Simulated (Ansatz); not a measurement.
Relaxed-ion elastic tensor of Si3Ge in space group P-4m2 (No. 115; Si on 2g, Si on 1a, Ge on 1c) in GPa (Voigt order), PBEsol (plane waves, PAW; program Ansatz); density 3.16 g/cm³, 20.63 Å³ per atom.

```json
[
 {"": "1", "1": "175", "2": "30.9", "3": "57.7", "4": "0.0", "5": "0.0", "6": "0.0"},
 {"": "2", "1": "30.9", "2": "175", "3": "57.7", "4": "0.0", "5": "0.0", "6": "0.0"},
 {"": "3", "1": "57.7", "2": "57.7", "3": "146", "4": "0.0", "5": "0.0", "6": "0.0"},
 {"": "4", "1": "0.0", "2": "0.0", "3": "0.0", "4": "71.2", "5": "0.0", "6": "0.0"},
 {"": "5", "1": "0.0", "2": "0.0", "3": "0.0", "4": "0.0", "5": "71.2", "6": "0.0"},
 {"": "6", "1": "0.0", "2": "0.0", "3": "0.0", "4": "0.0", "5": "0.0", "6": "45.0"}
]
```

### Question
Is the crystal mechanically stable?

### Answer
Yes: the smallest eigenvalue of C is 45.0 GPa.

### Question
Work out the Voigt, Reuss and Hill averages.

### Answer
K_V = 87.6, K_R = 87.6, K_H = 87.6; G_V = 60.8, G_R = 57.7, G_H = 59.2 GPa.

### Question
Give Young's modulus, Poisson's ratio, Pugh's ratio and the universal anisotropy index.

### Answer
E = 9KG/(3K + G) = 145 GPa; ν = 0.22; K/G = 1.48 (brittle by the Pugh limit of 1.75); A_U = 5G_V/G_R + K_V/K_R − 6 = 0.27.

### Question
Estimate the sound speeds and the Debye temperature.

### Answer
v_l = √((K + 4G/3)/ρ) = 7260 m/s, v_t = √(G/ρ) = 4330 m/s, mean 4790 m/s; Θ = (h/k)(3n/4πV)^(1/3) v_m = 520 K.

### Question
How much does each axis shrink under pressure?

### Answer
Linear compressibilities β_i = Σ_j S_ij (j = 1 to 3): x 3.8, y 3.8, z 3.9 per TPa.

The start of the workflow was typed in or built on a structure type; neither database checked (COD, Materials Project) lists it. Whether it is the stable phase at ambient conditions was not checked. The PBEsol relaxation kept the symmetry of its start; whether a distortion lowers the energy is not shown.

Potentials: the later of the program's two PAW sets.
